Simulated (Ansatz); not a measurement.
Response of TiPd to small distortions

```yaml
crystal:
  lattice:
    - [3.18000, 0.00000, 0.00000]
    - [0.00000, 3.18000, 0.00000]
    - [0.00000, 0.00000, 3.18000]
  atoms:
    - { symbol: Ti, position: [0.50000, 0.50000, 0.50000] }
    - { symbol: Pd, position: [0.00000, 0.00000, 0.00000] }
```

Atoms are numbered in the order listed.

The cell comes from COD entry 1523469, which wasn't checked; take it as a given geometry.

Spin polarisation is left out, and whether a magnetic state lies lower isn't shown here.

These are results of Ansatz 0.2.0, DFT, PBEsol, all-electron LAPW, scalar-relativistic, not measurements.

The runs use a Γ-centred 13×13×13 k mesh, Fermi–Dirac smearing of 0.08 eV, basis error target 0.5 meV/atom, no spin polarisation.

The unchanged cell is at -6.85 GPa.

In a metal, stresses and small energies carry noise from the k mesh.

x, y and z are the Cartesian axes of the cell as listed; fractional coordinates follow a strain, and an engineering shear is twice the off-diagonal strain component.

Q: One change gave: energy change under 1 meV/atom; stress change (xx, yy, zz, yz, xz, xy) 0.03, 0.03, 0.03, -0.42, -0.42, -0.42 GPa, compression positive. Which change was it?
A. equal xy, yz and zx engineering shear strains of +1 %
B. equal xy, yz and zx engineering shear strains of +2 %
C. equal xy, yz and zx engineering shear strains of -1 %
D. equal xy, yz and zx engineering shear strains of -2 %

A: A. For equal xy, yz and zx engineering shear strains of -2 %: energy change +3 meV/atom; stress change (xx, yy, zz, yz, xz, xy) 0.13, 0.13, 0.13, 0.93, 0.93, 0.93 GPa, compression positive. For equal xy, yz and zx engineering shear strains of -1 %: energy change under 1 meV/atom; stress change (xx, yy, zz, yz, xz, xy) 0.03, 0.03, 0.03, 0.45, 0.45, 0.45 GPa, compression positive. For equal xy, yz and zx engineering shear strains of +2 %: energy change +2 meV/atom; stress change (xx, yy, zz, yz, xz, xy) 0.12, 0.12, 0.12, -0.81, -0.81, -0.81 GPa, compression positive.
